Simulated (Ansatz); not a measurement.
A generated cell, in the space group of a known form (sites not compared), of MoRh3: P6₃/mmc (No. 194), hP8; a = 5.4313 Å, b = 5.4313 Å, c = 4.3189 Å, α = 90.00°, β = 90.00°, γ = 120.00°; Rh 6h (0.333, 0.167, 0.250); Mo 2c (0.333, 0.667, 0.250). All values below come from PBEsol (plane waves to 420 eV, PAW, scalar-relativistic; Ansatz, an electronic-structure program). Element references, the lowest calculated here: Rh (Fm-3m), Mo (Im-3m).

Task: Estimate the formation energy of this P6₃/mmc form of MoRh3 from the elements that PBEsol returns for this input.

Result: -0.27 eV/atom.

A lower structure of this composition may exist.

Static energies, no anion corrections, no zero-point energy. Values are rounded to 0.01 eV/atom. Not shown to be the ambient phase of their composition (a lower form may be missing, and a cell relaxed within its start's symmetry can be a saddle point): MoRh3 (P6₃/mmc). The compounds carry no spin polarisation.
